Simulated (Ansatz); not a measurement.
La2MgNiO6:
```yaml
crystal:
  lattice:
    - [2.73045, 1.57643, 4.37520]
    - [-2.73045, 1.57643, 4.37520]
    - [0.00000, -3.15285, 4.37520]
  atoms:
    - { symbol: La, position: [0.75095, 0.75095, 0.75095] }
    - { symbol: La, position: [0.24905, 0.24905, 0.24905] }
    - { symbol: Mg, position: [0.50000, 0.50000, 0.50000] }
    - { symbol: Ni, position: [0.00000, 0.00000, 0.00000] }
    - { symbol: O, position: [0.76414, 0.29173, 0.18582] }
    - { symbol: O, position: [0.23586, 0.70827, 0.81418] }
    - { symbol: O, position: [0.18582, 0.76414, 0.29173] }
    - { symbol: O, position: [0.81418, 0.23586, 0.70827] }
    - { symbol: O, position: [0.29173, 0.18582, 0.76414] }
    - { symbol: O, position: [0.70827, 0.81418, 0.23586] }
```

This is the HSE06-relaxed structure.

All from HSE06 in the plane-wave PAW code Ansatz, unless another level is named. Estimate the band gap.

2.77 eV (indirect).

And the smallest direct gap on the standard path?

3.04 eV.

Predict the valence-band maximum.

at Γ.

Predict the conduction-band minimum.

at F (3 equivalent valleys).

Space group R-3. The first step of the workflow began from a Materials Project structure, measured or hypothetical; the Crystallography Open Database copy checked does not list it. With Mg and Ni taken as one species the cell has the higher symmetry R-3c, so it may be an ordered model of a mixed-site phase. Its standing as an ambient phase is unchecked. The cell was relaxed with HSE06 under the symmetry of its start; its stability against distortions is not shown here. The run is not spin-polarised. The hybrid was solved on a coarse mesh, the path and, where they were found, the r²SCAN edge points; its band edges are the extreme levels among these. Scalar-relativistic: spin–orbit coupling is off unless named, which matters more the heavier the elements.

Potentials: the later of the program's two PAW sets.
